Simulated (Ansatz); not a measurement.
All numbers below come from DFT, r2SCAN, plane waves (500 eV) with PAW, scalar-relativistic in Ansatz 0.2.0. The PAW files were generated under PBE, with cores re-solved for the functional.

An element in the diamond structure gives this curve. The cell is scaled uniformly from the relaxed one, with fractional coordinates and shape fixed. Energies are extrapolated to zero smearing, pressures are those at the given smearing. Magnetic state: spin not included.

```
V (Å³/atom)  E − E₀ (meV/atom)  P (GPa)
     24.088               60.0     6.69
     25.183               24.3     4.00
     26.278                5.3     1.80
     27.373                0.0     0.01
     28.467                5.7    -1.45
     29.562               20.3    -2.63
     30.657               42.2    -3.59
```

Task: Which element is it?
A. aluminium
B. lithium
C. tungsten
D. titanium

Result: A. Its fit is V₀ = 27.32 Å³/atom, B₀ = 40 GPa, B₀′ = 4.2.
